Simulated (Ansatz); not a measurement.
LiH (Fm-3m): phonons

Computed with r²SCAN, PAW on Ansatz 0.2.0's default frozen-core files (fitted under PBE), scalar-relativistic; not a measurement.

Cell and atoms were relaxed beforehand by PAW with this functional.

Command:

```sh
ansatz run input.yaml --threads 2 --pin off --max-ram 5120MiB --backend cpu --events-out ev --progress --plain --runs-dir out
```

input.yaml:

```yaml
crystal:
  lattice:
    - [0.0, 2.00232735416, 2.00232735416]
    - [2.00232735416, 0.0, 2.00232735416]
    - [2.00232735416, 2.00232735416, 0.0]
  atoms:
    - { symbol: Li, position: [0.0, 0.0, 0.0] }
    - { symbol: H, position: [0.5, 0.5, 0.5] }
kpoints:
  mp_grid: { grid: [8, 8, 8] }
scf:
  occupations: { method: fixed }
hamiltonian:
  xc: r2scan
  pseudopotentials: { kind: paw }
phonons:
  method: dfpt
  dielectric: true
  rigid_motions: translations
```

Output:

```
Warning: RAYON_NUM_THREADS=2 ignored (pool sized by the plan → 2); use --threads N
Engine: ansatz 0.2.0, aarch64-unknown-linux-gnu
Pseudopotentials: kind: paw
Pseudopotential: Li, paw, valence charge 3, recommended cutoff 500 eV (meta_gga), Li.paw.azcp
Pseudopotential: H, paw, valence charge 1, recommended cutoff 500 eV (meta_gga), H.paw.azcp
Functional definition: r2SCAN
  parameter k0 = 0.174
  parameter k1 = 0.065
  parameter a1 = 4.9479
  exchange = r2scan_x(k0 = k0, k1 = k1, a1 = a1)
  correlation = r2scan_c
Crystal: 2 atoms, lattice volume = 16.056 Å³
Basis set: ecut = 500 eV, 411 PW (Γ), exchange–correlation on 240×240×240 points (1000 copies of the dense FFT grid, shifted against one another)
Bands: 6, of which v1, the nominal top of the filled ones, is band 2 counted from 1 (1 counted from 0)
Symmetry: 48 space group operations
k-points: 59 of 512 (irreducible under 8 space group operations, time reversal used)
Non-local potential: Li, projectors of the file, l = 0: 3, l = 1: 2, l = 2: 1
Non-local potential: H, projectors of the file, l = 0: 2, l = 1: 1
PAW form: soft (Blöchl's): semilocal exchange-correlation on the pseudo side does not see the compensation charge
[... 60 lines left out ...]
  ε⁰ (static dielectric tensor: ions relaxed, cell fixed):
       13.404095    -0.000000     0.000000
       -0.000000    13.404095    -0.000000
        0.000000    -0.000000    13.404095
  ε⁰ − ε∞ (ionic part):
        9.513310    -0.000000     0.000000
       -0.000000     9.513310     0.000000
        0.000000     0.000000     9.513310
  softest optical mode at Γ: 605.48 cm⁻¹; the repairs (sum rule, projections) moved no ω² at Γ by more than (5.07 cm⁻¹)²
  Born effective charges Z* (e; rows j = field, columns β = displacement):
    site 0:
         1.00081    0.00000    0.00000
        -0.00000    1.00081    0.00000
        -0.00000    0.00000    1.00081
    site 1:
        -1.00081   -0.00000   -0.00000
         0.00000   -1.00081   -0.00000
         0.00000   -0.00000   -1.00081
  Z* charge neutrality: 7.795e-4 e pre-enforcement
  solved inside a basis spanned on kpoints, on 10×10×10 k-points, its susceptibility summed on 14×14×14: ε∞ is read to err by 1.0e-2, Z* by 6.3e-3 e (field_mesh: kpoints solves on kpoints); Z* is corrected for what the basis lacks
  optical modes at Γ without the LO–TO term, one row a degenerate level:
      ω (cm⁻¹)  modes    IR ((D/Å)²/amu)
        605.48      3            78.7641
  optical modes at Γ + LO–TO along q̂ = [1.0000, 0.0000, 0.0000]:
      ω (cm⁻¹)  modes    IR ((D/Å)²/amu)
        605.48      2            52.5094
       1123.83      1            26.2547
  optical modes at Γ + LO–TO along q̂ = [0.0000, 1.0000, 0.0000]:
      ω (cm⁻¹)  modes    IR ((D/Å)²/amu)
        605.48      2            52.5094
       1123.83      1            26.2547
  optical modes at Γ + LO–TO along q̂ = [0.0000, 0.0000, 1.0000]:
      ω (cm⁻¹)  modes    IR ((D/Å)²/amu)
        605.48      2            52.5094
       1123.83      1            26.2547
```

The run converged.

**Field response**

Linear response of an insulating crystal by Kohn-Sham DFT to a field and to zone-centre displacements, local fields included; Born charges neutralised; LO modes for wave vectors along x and z; Cartesian axes as in the input.

```
Dielectric electronic (x, y, z)   : 3.891, 3.891, 3.891
Dielectric static (x, y, z)       : 13.4, 13.4, 13.4
Highest phonon with field along x : 1124 cm⁻¹
Highest phonon with field along z : 1124 cm⁻¹
Highest phonon without field      : 605.5 cm⁻¹
```

| atom | born charge xx (e) | born charge yy (e) | born charge zz (e) |
| --- | --- | --- | --- |
| Li1 | 1.001 | 1.001 | 1.001 |
| H2 | -1.001 | -1.001 | -1.001 |

**Zone-centre phonons**

Harmonic phonons of a crystal by Kohn-Sham DFT at the given cell, standard atomic masses, acoustic sum rule imposed; negative wavenumbers are unstable modes; optical zone-centre levels upwards with Mulliken labels, activity, and the element with most of the kinetic energy.

```json
{
  "Point group": "m-3m"
}
```

```tsv
number	phonon wavenumber (cm⁻¹)	label	infrared	raman	lead element
1	605.5	T1u	yes	no	H
```

Limits of these numbers: frozen-core PAW files fitted under PBE, their cores solved anew for the functional of the run; zone-boundary modes aren't tested; field response not resolved by the mesh; no LO-TO term at the zone centre.

Time and hardware: 31 s on 2 threads of Arm Neoverse V1 (shared host), peak memory 1.7 GiB.
